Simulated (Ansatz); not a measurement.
**FeNi: a fit and a missing row**

FeNi, P4/mmm, a = 2.513 Å, c = 3.535 Å. The structure is a COD entry; whether it is the stable form wasn't checked. Ansatz: r2SCAN, PAW, 500 eV, Γ-centred 16×16×12 mesh on 2 atoms, Gaussian smearing 0.10 eV; collinear spin, largest moment 3.0 μB. Shape and atoms are relaxed at each volume; pressure is positive in compression.

| V (Å³/atom) | P (GPa) |
| --- | --- |
| 10.491 | 13.75 |
| 10.826 | 6.34 |
| 11.161 | 0.00 |
| 11.496 | -5.54 |
| 11.831 | ? |

Take V0 = 11.161 Å³/atom, fit the third-order Birch–Murnaghan form to the other rows, and predict the missing pressure.

With the Eulerian strain f = ½[(V0/V)^(2/3) − 1] and y = P/[3f(1 + 2f)^(5/2)], the form is the line y = B0 + 1.5 B0 (B0′ − 4) f. Rows (f, y): 0.02107, 196.2; 0.01026, 195.8; -0.00976, 198.8. Means f = 0.007190, y = 196.93; Σ(Δf)² = 0.0004894, ΣΔfΔy = -0.04530; the slope is their ratio. y = 197.6 − 92.56 f GPa, so B0 = 197.6 GPa and B0′ = 4 + 2 × (-92.56)/(3 × 197.6) = 3.69. At V = 11.831, f = -0.01906, y = 199.36 and P = -10.34 GPa. The run gave -10.22 GPa, so the fit is 0.12 GPa too low, a small miss on the scale of the series. The form still works here, 33 % of the fitted range beyond its end.

The state reached may not be the lowest one. Only parallel moments were tried here.

Cost: 5 runs of about 23 core-minutes in all, on Arm Neoverse V1 (shared hosts).